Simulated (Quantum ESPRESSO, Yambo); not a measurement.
Quasiparticle gap of CdF$_{2}$

CdF2 is modelled in the cubic space group Fm-3m (No. 225), the fluorite structure, Pearson symbol cF12. Lattice parameters: a = b = c = 5.401 Å, α = β = γ = 90.00°. F on 8c has 4 Cd at 2.339 Å (tetrahedral). Cd on 4a sees 8 F at 2.339 Å (cubic). (Neighbours: up to the widest gap in distance over summed covalent radii, below 1.35, at either atom; cation-cation contacts left out.)
(The calculation used a cell of 3 atoms; values per cell refer to that cell.)

The geometry is that of Materials Project entry mp-241, symmetrised and not relaxed again.

Starting point: norm-conserving PBEsol (Quantum ESPRESSO, 102 Ry, with spin-orbit coupling). G0W0 in Yambo: 4×4×4 Γ-centred k mesh, bands 9 to 164 and a 8 Ry block in the screening, 164 bands in G with the Bruneval-Gonze terminator, plasmon pole fitted at 27.2 eV.

The PBEsol gap along the band path comes out as 2.93 eV and the PBEsol gap between the mesh's edge points (W → Γ) comes out as 2.93 eV. The G0W0 gap between the same points is 5.61 eV, the PBEsol smallest direct gap on the mesh (at Γ) is 3.34 eV and the G0W0 direct gap at that point is 6.31 eV.

```json
[
 {"k point": "Γ", "band": "VB−2", "E PBEsol (eV)": "-0.53", "E QP (eV)": "-2.46", "shift (eV)": "-1.93", "Z": "0.81"},
 {"k point": "Γ", "band": "VB−1", "E PBEsol (eV)": "-0.41", "E QP (eV)": "-2.37", "shift (eV)": "-1.96", "Z": "0.81"},
 {"k point": "Γ", "band": "VB", "E PBEsol (eV)": "-0.41", "E QP (eV)": "-2.37", "shift (eV)": "-1.96", "Z": "0.81"},
 {"k point": "Γ", "band": "CB", "E PBEsol (eV)": "2.93", "E QP (eV)": "3.94", "shift (eV)": "1.01", "Z": "0.87"},
 {"k point": "Γ", "band": "CB+1", "E PBEsol (eV)": "2.93", "E QP (eV)": "3.94", "shift (eV)": "1.01", "Z": "0.87"},
 {"k point": "L", "band": "VB", "E PBEsol (eV)": "-0.33", "E QP (eV)": "-2.19", "shift (eV)": "-1.86", "Z": "0.81"},
 {"k point": "L", "band": "CB", "E PBEsol (eV)": "7.03", "E QP (eV)": "8.72", "shift (eV)": "1.70", "Z": "0.85"},
 {"k point": "X", "band": "VB", "E PBEsol (eV)": "-0.05", "E QP (eV)": "-1.74", "shift (eV)": "-1.69", "Z": "0.80"},
 {"k point": "X", "band": "CB", "E PBEsol (eV)": "7.85", "E QP (eV)": "9.71", "shift (eV)": "1.86", "Z": "0.85"},
 {"k point": "W", "band": "VB", "E PBEsol (eV)": "0.00", "E QP (eV)": "-1.67", "shift (eV)": "-1.67", "Z": "0.80"},
 {"k point": "W", "band": "CB", "E PBEsol (eV)": "7.92", "E QP (eV)": "9.80", "shift (eV)": "1.89", "Z": "0.85"}
]
```

Energies count from the PBEsol valence-band maximum.

Nearest settings tried, and what they do to the gap: 70 bands in G: +57 meV; 86 bands in W: +252 meV; 3 Ry block (27 vectors against 137): +308 meV. Not varied: mesh. So the settings aren't converged at that level.
